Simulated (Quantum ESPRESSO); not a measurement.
```cif
data_F3Sc
_chemical_formula_sum 'F3 Sc1'
_space_group_name_H-M_alt 'P 1'
_space_group_IT_number 1
_cell_length_a 4.09718
_cell_length_b 4.09718
_cell_length_c 4.09718
_cell_angle_alpha 90.017
_cell_angle_beta 90.017
_cell_angle_gamma 90.017
loop_
_space_group_symop_operation_xyz
  'x, y, z'
loop_
_atom_site_label
_atom_site_type_symbol
_atom_site_fract_x
_atom_site_fract_y
_atom_site_fract_z
_atom_site_occupancy
F1 F 0.50000 0.00139 0.99861 1
F2 F 0.99861 0.50000 0.00139 1
F3 F 0.00139 0.99861 0.50000 1
Sc1 Sc 0.00000 0.00000 0.00000 1
```

The PBEsol cell relaxed from Materials Project entry mp-10694 was given an isotropic strain of +2 % on all lattice vectors, and the atoms were relaxed again.

Problem. What does PBEsol (pw.x of Quantum ESPRESSO, ONCV potentials, without SOC) give for the electronic structure near the Fermi level?

Solution. The PBEsol gap is indirect, 5.99 eV, from P to Γ; the smallest direct gap is 6.51 eV.
